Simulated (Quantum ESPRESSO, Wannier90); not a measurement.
**Tight-binding from DFT: Mg (bcc (W type), model phase)**

```
begin unit_cell_cart
ang
   -1.7727650000    1.7727650000    1.7727650000
    1.7727650000   -1.7727650000    1.7727650000
    1.7727650000    1.7727650000   -1.7727650000
end unit_cell_cart
begin atoms_frac
Mg   0.0000000000  0.0000000000  0.0000000000
end atoms_frac
```

Materials Project entry mp-110; symmetrised, unrelaxed at this level. This isn't the element's usual structure (hcp); take it as a model of another phase. Level: PBEsol, no spin polarisation, no spin-orbit coupling; pw.x of Quantum ESPRESSO at 68 Ry with PseudoDojo potentials, 12×12×12 k-points, Wannier90. Density: 16×16×16 mesh, cold smearing 0.01 Ry.

A tight-binding model is made by disentanglement and projection with no localisation steps (num_iter = 0), so the 4 orbitals stay atom-like: hydrogen-like Mg: s;p, axes along x, y, z; frozen window up to 1.50 eV relative to the Fermi level. It follows pw.x to 23 meV rms for states up to 1.0 eV relative to the Fermi level. Matrix elements depend on this choice of orbitals and windows.

The 45 largest hoppings ⟨m,0|H|n,R⟩ between different sites (one of each Hermitian pair; signs follow the real orbitals' lobes; the list may end inside a set of equal values):

```csv
m,n,R,distance of the centres (Å),t (eV)
Mg1 pz,Mg1 pz,1 1 0,3.55,1.282
Mg1 px,Mg1 px,0 1 1,3.55,1.282
Mg1 py,Mg1 py,1 0 1,3.55,1.282
Mg1 pz,Mg1 py,1 0 0,3.07,0.880
Mg1 py,Mg1 pz,1 1 1,3.07,0.880
Mg1 px,Mg1 py,1 0 0,3.07,-0.879
Mg1 py,Mg1 px,1 1 1,3.07,0.879
Mg1 px,Mg1 py,0 1 0,3.07,-0.879
Mg1 px,Mg1 py,0 0 1,3.07,0.879
Mg1 pz,Mg1 py,0 0 1,3.07,-0.879
Mg1 pz,Mg1 py,0 1 0,3.07,-0.879
Mg1 pz,Mg1 px,1 1 1,3.07,0.879
Mg1 px,Mg1 pz,1 0 0,3.07,-0.879
Mg1 px,Mg1 pz,1 1 1,3.07,0.879
Mg1 pz,Mg1 px,1 0 0,3.07,-0.879
Mg1 px,Mg1 pz,0 1 0,3.07,0.879
Mg1 px,Mg1 pz,0 0 1,3.07,-0.878
Mg1 pz,Mg1 px,0 1 0,3.07,0.878
Mg1 pz,Mg1 px,0 0 1,3.07,-0.878
Mg1 py,Mg1 pz,1 0 0,3.07,0.878
Mg1 pz,Mg1 py,1 1 1,3.07,0.878
Mg1 s,Mg1 py,1 0 0,3.07,0.878
Mg1 py,Mg1 s,1 1 1,3.07,-0.878
Mg1 pz,Mg1 s,1 0 0,3.07,-0.878
Mg1 s,Mg1 pz,1 1 1,3.07,0.878
Mg1 py,Mg1 px,1 0 0,3.07,-0.878
Mg1 px,Mg1 py,1 1 1,3.07,0.878
Mg1 px,Mg1 s,1 0 0,3.07,0.878
Mg1 s,Mg1 px,1 1 1,3.07,0.878
Mg1 s,Mg1 py,0 0 1,3.07,0.878
Mg1 s,Mg1 py,0 1 0,3.07,-0.878
Mg1 px,Mg1 s,0 1 0,3.07,-0.878
Mg1 px,Mg1 s,0 0 1,3.07,-0.878
Mg1 pz,Mg1 s,0 1 0,3.07,-0.878
Mg1 pz,Mg1 s,0 0 1,3.07,0.878
Mg1 pz,Mg1 s,1 1 1,3.07,-0.878
Mg1 s,Mg1 pz,1 0 0,3.07,0.878
Mg1 py,Mg1 px,0 1 0,3.07,-0.878
Mg1 py,Mg1 px,0 0 1,3.07,0.878
Mg1 s,Mg1 px,1 0 0,3.07,-0.878
Mg1 px,Mg1 s,1 1 1,3.07,-0.878
Mg1 py,Mg1 s,1 0 0,3.07,-0.878
Mg1 s,Mg1 px,0 1 0,3.07,0.878
Mg1 s,Mg1 py,1 1 1,3.07,0.878
Mg1 s,Mg1 px,0 0 1,3.07,0.878
```
